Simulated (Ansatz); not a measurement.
**CeO2 (fluorite): scan of one atom of the cell**

CeO$_{2}$ (fluorite)

```yaml
crystal:
  lattice:
    - [0.00000, 2.73224, 2.73224]
    - [2.73224, 0.00000, 2.73224]
    - [2.73224, 2.73224, 0.00000]
  atoms:
    - { symbol: Ce, position: [0.00000, 0.00000, 0.00000] }
    - { symbol: O, position: [0.25000, 0.25000, 0.25000] }
    - { symbol: O, position: [0.75000, 0.75000, 0.75000] }
```

In this cell atom 1 (Ce, nearest neighbour O at 2.366 Å; its periodic images, 3.9 Å or more away, move with it) is moved by s along Cartesian x, unit vector (1.000, 0.000, 0.000); all other atoms and the cell stay fixed.

The numbers are results of PBE (plane waves to 420 eV, PAW, scalar-relativistic; Ansatz, a program for electronic structure), not measurements. k mesh 8×8×8 (Γ-centred), Fermi-Dirac smearing 0.05 eV. Energies are smeared free energies. Compression counts positive. F∥ is the force on the atom along that direction. CeO2 is run without spin polarisation. CeO2 was relaxed with its symmetry unable to fall. The PAW data are Ansatz's earlier set. The f-shell state is unchecked: a lower one may exist. ΔE is measured from the undisplaced structure.

```
s (Å)   ΔE (meV/cell)  P (GPa)  F∥ (eV/Å)
------  -------------  -------  ---------
-0.240          184.1     3.92      1.570
-0.192          116.7     2.52      1.238
-0.144           65.1     1.42      0.915
-0.096           28.7     0.64      0.602
-0.048            7.2     0.16      0.298
0.000             0.0     0.01      0.000
0.048             7.2     0.16     -0.298
0.096            28.7     0.64     -0.602
0.144            65.1     1.42     -0.915
0.192           116.7     2.52     -1.238
0.240           184.1     3.92     -1.570
```

Summary:

```
Property                                                                                                                                             Result
--------------------------------------------------------  -------------------------------------------------------------------------------------------------
Energy at s = 0.240 Å                                                                                                                        184.1 meV/cell
Force along the line at s = -0.240 Å                                                                                                              1.57 eV/Å
Symmetry of the curve                                                                                                         even: the same for both signs
Shape of the curve                                                                           a single well with its minimum at or next to zero displacement
Force constant k = d²E/ds² at s = 0 (finite differences)                                                                                         6.20 eV/Å²
Harmonic estimate at the end of the scan                  ½ks² = 178.5 meV/cell against the computed 184.1 meV/cell, so the well is close to harmonic there
```

(For displaced atoms, the force is minus the slope of the energy, and its curvature is a force constant, which sets phonon frequencies.)
